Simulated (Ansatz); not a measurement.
# Be₃CdTe₄: rattling a relaxed structure

The structure comes from a generated guess, relaxed at this level; another structure or a mixture of phases may lie lower.

Level of theory: DFT PBE, scalar-relativistic, plane waves, PAW (Ansatz 0.2.0). Plane waves to 420 eV, a k mesh through Γ of 8×8×8 on the computed 8-atom cell and Gaussian smearing (0.02 eV); no spin polarisation.

The cell below (8 atoms, space group I-42m (No. 121)) is relaxed within its symmetry.

```cif
data_structure
_symmetry_space_group_name_H-M 'P 1'
_symmetry_Int_Tables_number 1
_cell_length_a 7.1960
_cell_length_b 7.1960
_cell_length_c 7.1960
_cell_angle_alpha 131.431
_cell_angle_beta 131.431
_cell_angle_gamma 71.128
_cell_volume 205.08
loop_
_atom_site_label
_atom_site_type_symbol
_atom_site_fract_x
_atom_site_fract_y
_atom_site_fract_z
_atom_site_occupancy
Be1 Be 0.50000 0.50000 0.00000 1
Be2 Be 0.75000 0.25000 0.50000 1
Be3 Be 0.25000 0.75000 0.50000 1
Cd1 Cd 0.00000 0.00000 0.00000 1
Te1 Te 0.41003 0.41003 0.54997 1
Te2 Te 0.58997 0.13994 0.00000 1
Te3 Te 0.86006 0.86006 0.45003 1
Te4 Te 0.13994 0.58997 0.00000 1
```

For the test it was strained at random (σ = 1.5 % a component), the atoms were moved at random (σ = 0.05 Å), and all was relaxed again on a coarse 4×4×4 mesh (in the run’s order of axes) with 0.10 eV smearing, with no symmetry imposed.

Spin–orbit coupling, which can matter for Te, is left out.

Q: Does it come back?

A: It returns, within 1 meV/atom of the unmoved cell on that mesh and with the same symmetry when read at 0.1 Å. So it is stable against the distortions that fit this cell and that this random move excites. Modes that don't fit the cell aren't tested.
